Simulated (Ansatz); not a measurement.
Varying the input for CuBr2N2

The reference input for Ansatz (plane-wave DFT with PAW):

```yaml
crystal:
  lattice:
    - [3.837195, -3.887289, 0.0]
    - [3.837195, 3.887289, 0.0]
    - [-0.738083, 0.0, 3.96251]
  atoms:
    - { symbol: Cu, position: [0.0, 0.0, 0.0] }
    - { symbol: Br, position: [0.752728, 0.752728, 0.577726] }
    - { symbol: Br, position: [0.247272, 0.247272, 0.422274] }
    - { symbol: "N", position: [0.241087, 0.758913, 0.0], spin: 1.0 }
    - { symbol: "N", position: [0.758913, 0.241087, 0.0], spin: 1.0 }
basis:
  ecutwfc: 420
kpoints:
  mp_grid: { grid: [4, 4, 4] }
hamiltonian:
  xc: pbe
scf:
  occupations: { method: gaussian, width: 0.1 }
  lower_state_search: "off"
output:
  forces: true
  stress: true
  eigenvalues: true
  populations: true
magnetization:
  spin_polarized: true
```

Command:

```bash
ansatz run input.yaml --threads 1 --pin off --max-ram 1331MiB --backend cpu --events-out ev --progress --plain --runs-dir out
```

The run converges in 17 SCF iterations on 24 irreducible k-points: pressure 0.04 GPa, largest force 0.078 eV/Å, gap on the sampled k-points 0.18 eV, cell moment 5.00 μB.

Settings here are deliberately varied, not converged. Each trial's input is given as a difference from the reference's; energies are extrapolated to zero smearing where there is one, and pressure is positive in compression.

**Question.** Trial 1:

```diff
 crystal:
   atoms:
-    - { symbol: Br, position: [0.752728, 0.752728, 0.577726] }
-    - { symbol: Br, position: [0.247272, 0.247272, 0.422274] }
-    - { symbol: "N", position: [0.241087, 0.758913, 0.0], spin: 1.0 }
-    - { symbol: "N", position: [0.758913, 0.241087, 0.0], spin: 1.0 }
+    - { symbol: Br, position: [0.752728, 0.752728, 0.577726], spin: 0.19 }
+    - { symbol: Br, position: [0.247272, 0.247272, 0.422274], spin: 0.19 }
+    - { symbol: "N", position: [0.241087, 0.758913, 0.0], spin: 1.73 }
+    - { symbol: "N", position: [0.758913, 0.241087, 0.0], spin: 1.73 }
 basis:
+  ecutrho_ratio: 8
 kpoints:
-  mp_grid: { grid: [4, 4, 4] }
+  mp_grid: { kspacing: 0.56 }
```

How does this run end?

**Answer.** The run converges in 18 SCF iterations on 10 irreducible k-points: energy 4.20 meV per atom above the reference, pressure 0.12 GPa, largest force 0.085 eV/Å, cell moment 4.99 μB.

**Question.** Trial 2:

```diff
 crystal:
   atoms:
-    - { symbol: Br, position: [0.752728, 0.752728, 0.577726] }
-    - { symbol: Br, position: [0.247272, 0.247272, 0.422274] }
-    - { symbol: "N", position: [0.241087, 0.758913, 0.0], spin: 1.0 }
-    - { symbol: "N", position: [0.758913, 0.241087, 0.0], spin: 1.0 }
+    - { symbol: Br, position: [0.752728, 0.752728, 0.577726], spin: 0.19 }
+    - { symbol: Br, position: [0.247272, 0.247272, 0.422274], spin: 0.19 }
+    - { symbol: "N", position: [0.241087, 0.758913, 0.0], spin: 1.73 }
+    - { symbol: "N", position: [0.758913, 0.241087, 0.0], spin: 1.73 }
 kpoints:
-  mp_grid: { grid: [4, 4, 4] }
+  mp_grid: { grid: [1, 1, 1] }
 hamiltonian:
+  hubbard: { sites: [{ species: Cu, l: d, u_eff: 4.1 }], projectors: atomic }
```

How does this run end?

**Answer.** The run converges in 15 SCF iterations on 1 irreducible k-point: pressure 4.71 GPa, largest force 0.263 eV/Å, gap on the sampled k-points 1.25 eV, cell moment 5.00 μB. Under a U the state reached may not be the lowest.

**Question.** Trial 3:

```diff
 crystal:
   atoms:
-    - { symbol: Br, position: [0.752728, 0.752728, 0.577726] }
-    - { symbol: Br, position: [0.247272, 0.247272, 0.422274] }
-    - { symbol: "N", position: [0.241087, 0.758913, 0.0], spin: 1.0 }
-    - { symbol: "N", position: [0.758913, 0.241087, 0.0], spin: 1.0 }
+    - { symbol: Br, position: [0.752728, 0.752728, 0.577726], spin: 0.19 }
+    - { symbol: Br, position: [0.247272, 0.247272, 0.422274], spin: 0.19 }
+    - { symbol: "N", position: [0.241087, 0.758913, 0.0], spin: 1.73 }
+    - { symbol: "N", position: [0.758913, 0.241087, 0.0], spin: 1.73 }
 basis:
-  ecutwfc: 420
+  ecutwfc: 40
 hamiltonian:
+  dispersion: d3bj
 scf:
+  max_iter: 97
```

What does the program give?

**Answer.** The run converges in 27 SCF iterations on 24 irreducible k-points: pressure -1550 GPa (unreliable at so low a cutoff), largest force 107.484 eV/Å (unreliable too), no gap, cell moment 0.00 μB. It warns that the cutoff lies under the recommended one, 420 eV for these potentials; that the starting moments were lost.

**Question.** Trial 4:

```diff
 crystal:
   atoms:
-    - { symbol: Br, position: [0.752728, 0.752728, 0.577726] }
-    - { symbol: Br, position: [0.247272, 0.247272, 0.422274] }
-    - { symbol: "N", position: [0.241087, 0.758913, 0.0], spin: 1.0 }
-    - { symbol: "N", position: [0.758913, 0.241087, 0.0], spin: 1.0 }
+    - { symbol: Br, position: [0.752728, 0.752728, 0.577726], spin: 0.19 }
+    - { symbol: Br, position: [0.247272, 0.247272, 0.422274], spin: 0.19 }
+    - { symbol: "N", position: [0.241087, 0.758913, 0.0], spin: 1.73 }
+    - { symbol: "N", position: [0.758913, 0.241087, 0.0], spin: 1.73 }
 basis:
+  xc_grid: 3
 kpoints:
-  mp_grid: { grid: [4, 4, 4] }
+  mp_grid: { grid: [2, 2, 2] }
 scf:
+  eigensolver: { real_solve: false }
+  max_iter: 96
```

How does this run end?

**Answer.** The run converges in 24 SCF iterations on 6 irreducible k-points: energy 47.2 meV per atom above the reference, pressure 0.88 GPa, largest force 0.178 eV/Å, cell moment 4.97 μB.

**Question.** Trial 5:

```diff
 crystal:
   atoms:
-    - { symbol: Br, position: [0.752728, 0.752728, 0.577726] }
-    - { symbol: Br, position: [0.247272, 0.247272, 0.422274] }
-    - { symbol: "N", position: [0.241087, 0.758913, 0.0], spin: 1.0 }
-    - { symbol: "N", position: [0.758913, 0.241087, 0.0], spin: 1.0 }
+    - { symbol: Br, position: [0.752728, 0.752728, 0.577726], spin: 0.19 }
+    - { symbol: Br, position: [0.247272, 0.247272, 0.422274], spin: 0.19 }
+    - { symbol: "N", position: [0.241087, 0.758913, 0.0], spin: 1.73 }
+    - { symbol: "N", position: [0.758913, 0.241087, 0.0], spin: 1.73 }
 basis:
-  ecutwfc: 420
+  ecutwfc: 30
+  ecutrho_ratio: 12
 scf:
-  occupations: { method: gaussian, width: 0.1 }
+  occupations: { method: fermi_dirac }
+  max_iter: 30
+  convergence: { dr2_threshold: "1e-9 eV" }
```

What happens?

**Answer.** The run converges in 16 SCF iterations on 24 irreducible k-points: energy 678 eV per atom above the reference, pressure -1184 GPa (unreliable at so low a cutoff), largest force 186.174 eV/Å (unreliable too), no gap, cell moment 0.00 μB. It warns that the cutoff lies under the recommended one, 420 eV for these potentials; that the starting moments were lost; that the SCF threshold is loose for the stress.

**Question.** Trial 6:

```diff
 crystal:
   atoms:
-    - { symbol: Br, position: [0.752728, 0.752728, 0.577726] }
-    - { symbol: Br, position: [0.247272, 0.247272, 0.422274] }
-    - { symbol: "N", position: [0.241087, 0.758913, 0.0], spin: 1.0 }
-    - { symbol: "N", position: [0.758913, 0.241087, 0.0], spin: 1.0 }
+    - { symbol: Br, position: [0.752728, 0.752728, 0.577726], spin: 0.19 }
+    - { symbol: Br, position: [0.247272, 0.247272, 0.422274], spin: 0.19 }
+    - { symbol: "N", position: [0.241087, 0.758913, 0.0], spin: 1.73 }
+    - { symbol: "N", position: [0.758913, 0.241087, 0.0], spin: 1.73 }
 kpoints:
-  mp_grid: { grid: [4, 4, 4] }
+  mp_grid: { grid: [2, 2, 2], shift: [0, 0, 0.5] }
 scf:
-  occupations: { method: gaussian, width: 0.1 }
+  occupations: { method: cold }
```

What happens?

**Answer.** The run converges in 17 SCF iterations on 3 irreducible k-points: energy 39.7 meV per atom below the reference, pressure -0.64 GPa, largest force 0.041 eV/Å, gap on the sampled k-points 0.57 eV, cell moment 5.00 μB. It warns that the state wasn't tested for a lower one.

**Question.** Trial 7:

```diff
 crystal:
   atoms:
-    - { symbol: "N", position: [0.241087, 0.758913, 0.0], spin: 1.0 }
-    - { symbol: "N", position: [0.758913, 0.241087, 0.0], spin: 1.0 }
+    - { symbol: "N", position: [0.241087, 0.758913, 0.0] }
+    - { symbol: "N", position: [0.758913, 0.241087, 0.0] }
-basis:
-  ecutwfc: 420
+basis: {}
 kpoints:
-  mp_grid: { grid: [4, 4, 4] }
+  mp_grid: { grid: [1, 1, 2], shift: [0, 0, 0.5] }
 hamiltonian:
+  pseudopotentials: { kind: nc }
 scf:
-  lower_state_search: "off"
+  mixing:
+    algorithm: broyden
+    beta: 0.041
+    ndim: 20
+    preconditioner: kerker_dos
+  initial_density: { chi_scale: 0, normalization: atom }
+  max_iter: 65
 output:
-  populations: true
-magnetization:
-  spin_polarized: true
```

What happens?

**Answer.** The run converges in 43 SCF iterations on 1 irreducible k-point: at 1252 eV, the cutoff that these potentials take when none is typed, pressure -3.32 GPa, largest force 2.150 eV/Å, no gap.

**Question.** Trial 8:

```diff
 crystal:
   atoms:
-    - { symbol: Br, position: [0.752728, 0.752728, 0.577726] }
-    - { symbol: Br, position: [0.247272, 0.247272, 0.422274] }
-    - { symbol: "N", position: [0.241087, 0.758913, 0.0], spin: 1.0 }
-    - { symbol: "N", position: [0.758913, 0.241087, 0.0], spin: 1.0 }
+    - { symbol: Br, position: [0.752728, 0.752728, 0.577726], spin: 0.19 }
+    - { symbol: Br, position: [0.247272, 0.247272, 0.422274], spin: 0.19 }
+    - { symbol: "N", position: [0.241087, 0.758913, 0.0], spin: 1.73 }
+    - { symbol: "N", position: [0.758913, 0.241087, 0.0], spin: 1.73 }
 basis:
-  ecutwfc: 420
+  ecutwfc: 250
 kpoints:
-  mp_grid: { grid: [4, 4, 4] }
+  mp_grid: { grid: [1, 4, 2] }
 hamiltonian:
-  xc: pbe
+  xc: lda
 scf:
+  n_extra_bands: 0
+  convergence: { dr2_threshold: "1e-12 eV" }
+  max_iter: 56
+accuracy: medium
```

How does this run end?

**Answer.** The program refuses the input:

```text
Error: inconsistent input (scf.n_extra_bands): n_bands = 22 cannot host the net starting moment |Σ_I m_I| = 3.8400 μB: with N_el = 43 the majority spin channel must hold (N_el + |M|)/2 = 23.4200 electrons at no more than one per band — at least 24 bands (22 bands cap the reachable moment at 2·n_bands − N_el = 1.0000 μB) …
```

Next try, with these keys changed back:

```diff
 scf:
-  n_extra_bands: 0
```

The run converges in 20 SCF iterations on 6 irreducible k-points: pressure -4.12 GPa (unreliable at so low a cutoff), largest force 0.554 eV/Å (unreliable too), cell moment 4.98 μB. It warns that the cutoff lies under the recommended one, 420 eV for these potentials; that the mesh lowers the symmetry.